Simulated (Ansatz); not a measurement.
# Surface calculation: bcc W (110), 5 layers

The slab is cut from the bcc crystal, the stable phase, as relaxed on PAW files (15.69 Å³/atom), with 16 Å of vacuum and a dipole correction:

```
CELL_PARAMETERS angstrom
2.73136 0.00000 0.00000
-0.91045 2.57515 0.00000
0.00000 0.00000 24.92060
ATOMIC_POSITIONS crystal
W 0.00000 0.00000 0.32102
W 0.50000 0.50000 0.41051
W 0.00000 0.00000 0.50000
W 0.50000 0.50000 0.58949
W 0.00000 0.00000 0.67898
```

Level of theory: DFT with PBEsol, scalar-relativistic, in Ansatz 0.2.0; a Γ-centred 14×14×1 k mesh, Fermi–Dirac smearing of 0.1 eV, no spin polarisation. LAPW: all electrons, basis error target 1 meV/atom; PAW: frozen-core files, cutoff 420 eV.

The bulk energy comes from a cell in the slab's orientation on a 14×14×8 mesh. The surface energy is (E(slab) − N·E(bulk))/2A at zero smearing, the mean of both faces; thin slabs carry quantum-size effects.

Spin–orbit coupling is left out, which matters for the heavy atoms. The PAW files were made under PBE. The cell is 1×1, so reconstructions are forbidden, and in slabs of four or five layers the relaxations can be far larger than at a real surface.

As cut, the LAPW slab lies 3.190 eV above 5 atoms of bulk. What surface energy is that?

Over two faces of 7.03 Å² it is 226.8 meV/Å², and times 16.02 J/m² per eV/Å² that gives γ = 3.633 J/m².

```csv
method,γ as cut (J/m²),γ relaxed (J/m²),Φ as cut (eV),Φ relaxed (eV)
LAPW,3.633,3.569,4.98,4.87
PAW,3.636,3.571,4.98,4.87
```

How do the spacings between the planes relax?

From the bottom face up: d12 -3.6 % of 2.230 Å, d23 +0.3 % of 2.230 Å, d34 +0.3 % of 2.230 Å, d45 -3.6 % of 2.230 Å.

What changes if the images along the normal are cut off in place of the dipole correction?

LAPW then gives: no gap, work function 4.87 eV; PAW: no gap, work function 4.87 eV.

A field of 0.5 V/Å is applied along the normal, atoms held. What follows?

LAPW finds an induced dipole of 0.2471 e·Å a cell (PAW 0.2471), that is 12.71 Å for 4πα over the area, against 8.77 Å between the outer atoms.

A 4f core hole is made on one atom of each kind in every 1×1 cell (PAW hole dataset, neutral cell, valence without spin). What does it cost by layer?

layer 1 32.17 eV, layer 2 32.47 eV, layer 3 32.43 eV. Shifts between layers mean more than the absolute values, and a whole layer of holes screens otherwise than one hole.
